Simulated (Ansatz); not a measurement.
Where the states of SnO lie

```cif
data_structure
_symmetry_space_group_name_H-M 'P4/nmm:1'
_symmetry_Int_Tables_number 129
_cell_length_a 3.8020
_cell_length_b 3.8020
_cell_length_c 4.8360
_cell_angle_alpha 90.000
_cell_angle_beta 90.000
_cell_angle_gamma 90.000
_cell_volume 69.91
loop_
_atom_site_label
_atom_site_type_symbol
_atom_site_symmetry_multiplicity
_atom_site_Wyckoff_symbol
_atom_site_fract_x
_atom_site_fract_y
_atom_site_fract_z
_atom_site_occupancy
Sn1 Sn 2 c 0.00000 0.50000 0.23850 1
O1 O 2 a 0.00000 0.00000 0.00000 1
```

The runs use the primitive cell with vectors (3.802, 0.000, 0.000), (0.000, 3.802, 0.000), (0.000, 0.000, 4.836) Å, to which the k mesh refers.

The cell is COD entry 9008956, as deposited and not checked against the literature; nothing was relaxed.

No spin–orbit coupling, which matters for the heavy atoms here.

Theory: DFT, PBE, all-electron LAPW, scalar-relativistic in Ansatz 0.2.0.

Settings: a Γ-centred 6×6×5 k mesh, Fermi–Dirac smearing of 0.02 eV, basis error target 0.5 meV/atom, no spin polarisation.

States per eV and cell, averaged over 0.4 eV, from -9.4 to 6.0 eV, with energies (bin centres) from the Fermi level; empty bins are left out. 

```tsv
E (eV)	total
-9.3	0.01
-8.9	1.55
-8.5	2.45
-8.1	2.02
-7.7	1.12
-7.3	0.90
-6.9	1.08
-6.5	1.19
-6.1	2.76
-5.7	2.79
-5.3	3.04
-4.9	1.20
-4.5	2.06
-4.1	2.46
-3.7	2.30
-3.3	2.61
-2.9	2.60
-2.5	2.58
-2.1	1.87
-1.7	1.29
-1.3	1.11
-0.9	0.51
-0.5	0.36
-0.1	0.14
0.3	0.02
0.7	0.11
1.1	0.34
1.5	0.86
1.9	1.81
2.3	2.38
2.7	2.48
3.1	2.04
3.5	0.99
3.9	1.24
4.3	1.63
4.7	2.05
5.1	2.23
5.5	1.82
5.9	1.32
```
